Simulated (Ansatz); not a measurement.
Relaxed-ion elastic tensor of Ag in space group P6/mmm (No. 191; Ag on 2e, Ag on 2d, Ag on 3f) in GPa (Voigt order), PBEsol (plane waves, PAW; program Ansatz); density 10.17 g/cm³, 17.61 Å³ per atom.

|  | 1 | 2 | 3 | 4 | 5 | 6 |
|---|---|---|---|---|---|---|
| 1 | 161 | 92.0 | 59.5 | 0.0 | 0.0 | 0.0 |
| 2 | 92.0 | 161 | 59.5 | 0.0 | 0.0 | 0.0 |
| 3 | 59.5 | 59.5 | 200 | 0.0 | 0.0 | 0.0 |
| 4 | 0.0 | 0.0 | 0.0 | -61.4 | 0.0 | 0.0 |
| 5 | 0.0 | 0.0 | 0.0 | 0.0 | -61.4 | 0.0 |
| 6 | 0.0 | 0.0 | 0.0 | 0.0 | 0.0 | 34.6 |

Task: Is the crystal mechanically stable?

Result: No: the smallest eigenvalue of C is -61.4 GPa.

The start of the workflow was typed in or built on a structure type; neither database checked (COD, Materials Project) lists it. It is not the phase usual at ambient conditions (space group No. 225). The PBEsol relaxation kept the symmetry of its start. At this level the phase is mechanically unstable. No spin polarisation was allowed. As this level gives no gap, shear constants depend on the k-mesh and smearing (Fermi–Dirac, 0.1 eV here).

Potentials: the later of the program's two PAW sets.
